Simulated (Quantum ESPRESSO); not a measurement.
```cif
data_Bi2Br2O2
_chemical_formula_sum 'O2 Br2 Bi2'
_space_group_name_H-M_alt 'P4/nmm :1'
_space_group_IT_number 129
_space_group_name_Hall 'P 4ab 2ab -1ab'
_cell_length_a 3.92783
_cell_length_b 3.92783
_cell_length_c 8.39432
_cell_angle_alpha 90.000
_cell_angle_beta 90.000
_cell_angle_gamma 90.000
loop_
_space_group_symop_operation_xyz
  'x, y, z'
  '-y+1/2, x+1/2, z'
  '-x, -y, z'
  'y+1/2, -x+1/2, z'
  'x+1/2, -y+1/2, -z'
  '-y, -x, -z'
  '-x+1/2, y+1/2, -z'
  'y, x, -z'
  '-x+1/2, -y+1/2, -z'
  'y, -x, -z'
  'x+1/2, y+1/2, -z'
  '-y, x, -z'
  '-x, y, z'
  'y+1/2, x+1/2, z'
  'x, -y, z'
  '-y+1/2, -x+1/2, z'
loop_
_atom_site_label
_atom_site_type_symbol
_atom_site_symmetry_multiplicity
_atom_site_Wyckoff_symbol
_atom_site_fract_x
_atom_site_fract_y
_atom_site_fract_z
_atom_site_occupancy
O1 O 2 a 0.00000 0.00000 0.00000 1
Br1 Br 2 c 0.00000 0.50000 0.33471 1
Bi1 Bi 2 c 0.50000 0.00000 0.14856 1
```

The geometry is that of Materials Project entry mp-23072, symmetrised and not relaxed again.

Task: What does PBEsol (Quantum ESPRESSO, PseudoDojo norm-conserving, 84 Ry, with spin-orbit coupling) give for the electronic structure near the Fermi level?

Result: The PBEsol gap is indirect, 1.80 eV, from 80 % of the way from Z to R to Z; the smallest direct gap is 1.95 eV.
